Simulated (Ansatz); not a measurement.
## What moves the field gradients of SiO2?

Cell of run 1: a structure deposited in the COD (the cell was measured well above room temperature), atoms as given.

Space group P4_12_12 (No. 92); a = 4.9877, c = 6.9697 Å.

| site | Wyckoff | site symmetry | x | y | z |
| --- | --- | --- | --- | --- | --- |
| Si | 4a | ..2 | 0.2949 | 0.2949 | 0.0000 |
| O | 8b | 1 | 0.2416 | 0.0968 | 0.1747 |

One atom of each set is listed.

Relaxed positions (PBE, cell held):

Si (0.3034, 0.3034, 0.0000)
O (0.2376, 0.1129, 0.1833)

All runs are DFT with Ansatz 0.2.0 (plane waves and PAW, scalar-relativistic unless spin–orbit coupling is named, Γ-centred meshes, Fermi–Dirac smearing where given) in this cell.

Run 1: PBE, gradients read without the response of the cores, atoms as given; 420 eV, 5×5×4 k-points, smearing 0.02 eV.
Run 2: PBE, gradients read without the response of the cores, atoms relaxed; 420 eV, 5×5×4 k-points, smearing 0.02 eV.
Run 3: r2SCAN, gradients read without the response of the cores, at the relaxed atoms; 500 eV, 5×5×4 k-points, smearing 0.02 eV.

| run | Si V_zz (η) | O V_zz (η) |
| --- | --- | --- |
| 1 | -0.26 (0.55) | 9.34 (0.12) |
| 2 | ? | ? |
| 3 | -0.34 (0.71) | 9.75 (0.18) |

V_zz in 10²¹ V/m².

**Question.** Estimate the row of run 2.

**Answer.** Si: -0.34 (0.76); O: 9.82 (0.18). It lies nearest to run 3, from whose tensors on these sites it differs by 0.09 at most (largest principal value of the difference, on O). Taken one at a time, the positions of the atoms (as given or relaxed) move the tensors on these sites by up to 0.70 (largest principal value of the change, on O), the functional (r2SCAN with its higher cutoff) by 0.09 (O). On some sites the largest principal value moves to another axis from run to run, and the sign of V_zz can flip with it.

In runs 1, 3 the atoms aren't at the calculated equilibrium (largest force 0.68, 0.30 eV/Å). The cell isn't the equilibrium one in run 1 (calculated pressure 9 GPa), and the entry's cell may itself be off.
